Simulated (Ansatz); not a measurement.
CaAlF5 in space group C2/c (No. 15; Pearson symbol mS28), the program Ansatz at the r²SCAN level (PAW). The conduction-band minimum lies at Γ, with 1 equivalent valley. Second derivatives d²E/dk² of the lowest band at one valley (eV·Å²), along Cartesian directions:

```csv
direction,d²E/dk²
[100],12.83
[010],13.68
[001],13.43
[110],13.25
[101],12.80
[011],13.56
```

Find the principal effective masses, the density-of-states mass and the conductivity mass.

Off-diagonal terms follow from H_xy = H[110] − (H_xx + H_yy)/2, and m*/mₑ = 7.620 eV·Å² over each eigenvalue: 0.56, 0.56, 0.60. One valley's DOS mass (m₁m₂m₃)^(1/3) = 0.57, conductivity mass 3/(Σ 1/mᵢ) = 0.57 mₑ.

What effective density of states Nc follows at 300 K for parabolic valleys?

Nc = 2.509e19 × 1 × (0.57)^(3/2) ≈ 1.1e19 cm⁻³.

The workflow started from an entry of the Crystallography Open Database (COD), which files this formula under 2 space groups. Its standing as an ambient phase is unchecked. Symmetry was held in the r²SCAN relaxation; whether a distortion lowers the energy is not shown.

Potentials: the later of the program's two PAW sets.

Edges and masses are those of Kohn–Sham bands, whose gap is no quasiparticle gap.
